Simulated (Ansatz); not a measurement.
## EuSn3 (Pm-3m): the volume from the results

```xyz
4
Lattice="4.7644 0.0000 0.0000 0.0000 4.7644 0.0000 0.0000 0.0000 4.7644" Properties=species:S:1:pos:R:3 pbc="T T T"
Eu    0.0000    0.0000    0.0000
Sn    0.0000    2.3822    2.3822
Sn    2.3822    2.3822    0.0000
Sn    2.3822    0.0000    2.3822
```

The reference geometry is a structure from the Materials Project; nothing is relaxed.

Settings: LDA, 6×6×6 k mesh, Fermi–Dirac smearing of 0.05 eV. PAW means Ansatz 0.2.0 on its default frozen-core files. Site moments are integrated in spheres about the atoms. Start moments (μB): Eu1 7.

The cell is scaled evenly, and every run starts from the same moments. Some of the runs:

```tsv
V/V₀	cell moment (μB)	largest site moment (μB)	F − F(V₀) (meV/atom)
0.72	6.70	6.54	316
1.1	6.89	6.76	99
1.18	6.91	6.80	205
```

Another run of the series gave cell moment (μB) = 6.82, largest site moment (μB) = 6.67, F − F(V₀) (meV/atom) = -30. At which V/V₀ was it made?
A. 0.8
B. 0.95
C. 1.05
D. 0.9
E. 0.85

D. V/V₀ = 0.9.

Another run of the series gave cell moment (μB) = 6.82, largest site moment (μB) = 6.62, F − F(V₀) (meV/atom) = 70. At which V/V₀ was it made?
A. 0.85
B. 0.8
C. 0.9
D. 1.05
E. 0.95

B. V/V₀ = 0.8.

The whole series:

```tsv
V/V₀	cell moment (μB)	largest site moment (μB)	F − F(V₀) (meV/atom)
0.72	6.70	6.54	316
0.8	6.82	6.62	70
0.85	6.83	6.65	-2
0.9	6.82	6.67	-30
0.95	6.81	6.69	-27
1	6.82	6.71	0
1.05	6.85	6.74	43
1.1	6.89	6.76	99
1.18	6.91	6.80	205
```

The PAW files were made with PBE; the program remakes their cores once for the run's functional and then keeps them frozen. Without U a semilocal functional puts the f levels too near the Fermi level, which can change moments and the order of magnetic states; site and cell moments are spin moments. Under strong compression frozen cores are worth checking against an all-electron run. Spin–orbit coupling is left out although heavy atoms are present. With open f shells a run can end in a state that isn't the lowest. None of this fixes the real material's magnetic order: only patterns that fit the cell were computed, without spin fluctuations and on one mesh and smearing, with a functional that can overstate moments.
